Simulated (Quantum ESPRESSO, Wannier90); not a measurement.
ZnCdS$_{2}$ (P3m1), plane waves to Wannier functions

Materials Project entry mp-1215475; symmetrised, unrelaxed at this level. Not found in the COD (Crystallography Open Database) copy used; not checked further. Computed values, not measurements, from PBEsol: Quantum ESPRESSO (norm-conserving PseudoDojo potentials, cutoff 82 Ry, no spin polarisation, no spin-orbit coupling) on a Γ-centred 6×6×4 mesh, then Wannier90. Density: 12×12×6 mesh, cold smearing 0.01 Ry.

```
begin unit_cell_cart
ang
    4.0108001345    0.0000000000    0.0000000000
   -2.0054000672    3.4734548059    0.0000000000
    0.0000000000    0.0000000000    6.6306000000
end unit_cell_cart
mp_grid = 6 6 4
```

Q: Which shells of neighbouring k-points and which b-vectors and weights does Wannier90 pick for this cell and mesh?

A: 
```
 *---------------------------------- K-MESH ----------------------------------*
 +----------------------------------------------------------------------------+
 |                    Distance to Nearest-Neighbour Shells                    |
 |                    ------------------------------------                    |
 |          Shell             Distance (Ang^-1)          Multiplicity         |
 |          -----             -----------------          ------------         |
 |             1                   0.236901                      2            |
 |             2                   0.301486                      6            |
 |             3                   0.383426                     12            |
 |             4                   0.473802                      2            |
 |             5                   0.522189                      6            |
 |             6                   0.561589                     12            |
 |             7                   0.573414                     12            |
 |             8                   0.602972                      6            |
       ... (lines left out)
 +----------------------------------------------------------------------------+
 | The b-vectors are chosen automatically                                     |
 | The following shells are used:                       1,  2                 |
 +----------------------------------------------------------------------------+
 |                        Shell   # Nearest-Neighbours                        |
 |                        -----   --------------------                        |
 |                          1               2                                 |
 |                          2               6                                 |
 +----------------------------------------------------------------------------+
 | Completeness relation is fully satisfied [Eq. (B1), PRB 56, 12847 (1997)]  |
 +----------------------------------------------------------------------------+
 |                  b_k Vectors (Ang^-1) and Weights (Ang^2)                  |
 |                  ----------------------------------------                  |
 |            No.         b_k(x)      b_k(y)      b_k(z)        w_b           |
 |            ---        --------------------------------     --------        |
 |             1         0.000000    0.000000    0.236901     8.909143        |
 |             2         0.000000    0.000000   -0.236901     8.909143        |
 |             3         0.000000    0.301486    0.000000     3.667286        |
 |             4         0.261094    0.150743    0.000000     3.667286        |
 |             5         0.000000   -0.301486    0.000000     3.667286        |
 |             6         0.261094   -0.150743    0.000000     3.667286        |
 |             7        -0.261094   -0.150743    0.000000     3.667286        |
 |             8        -0.261094    0.150743    0.000000     3.667286        |
```
